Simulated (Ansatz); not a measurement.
Phonons of PbS (rock salt) at Γ, L = (0.5, 0.0, 0.0), X = (0.5, 0.5, 0.0).

PbS (rock salt)

```
PbS
1.0
    0.00000     2.98749     2.98749
    2.98749     0.00000     2.98749
    2.98749     2.98749     0.00000
S Pb
1 1
Cartesian
  0.00000   0.00000   0.00000
  2.98749   2.98749   2.98749
```

Method: r2SCAN (plane waves to 500 eV, PAW, scalar-relativistic; Ansatz, a quantum-chemistry and plane-wave program). DFPT wavenumbers on a 10×10×10 k mesh, in cm⁻¹; i marks imaginary ones, q is in fractions of the reciprocal vectors of the cell shown, and the three acoustic modes at Γ are left out. The non-analytic (LO-TO) term is not included, so polar modes at Γ have their transverse values. The program warned that its band solver left a few bands short of their tolerance. PbS was relaxed with its symmetry unable to fall. Spin-orbit coupling is left out, though Pb is heavy. The PAW data are Ansatz's earlier set.

```json
[
 {"q": "Γ", "wavenumbers (cm⁻¹)": "41 (×3)"},
 {"q": "L = (0.5, 0.0, 0.0)", "wavenumbers (cm⁻¹)": "49 (×2), 107, 192 (×2), 236"},
 {"q": "X = (0.5, 0.5, 0.0)", "wavenumbers (cm⁻¹)": "37 (×2), 44, 78 (×2), 97"}
]
```

The structure shows no imaginary mode at these points (lowest 37 cm⁻¹ at X = (0.5, 0.5, 0.0)); other wave vectors were not tested.

Highest mode: 236 cm⁻¹ at L = (0.5, 0.0, 0.0).
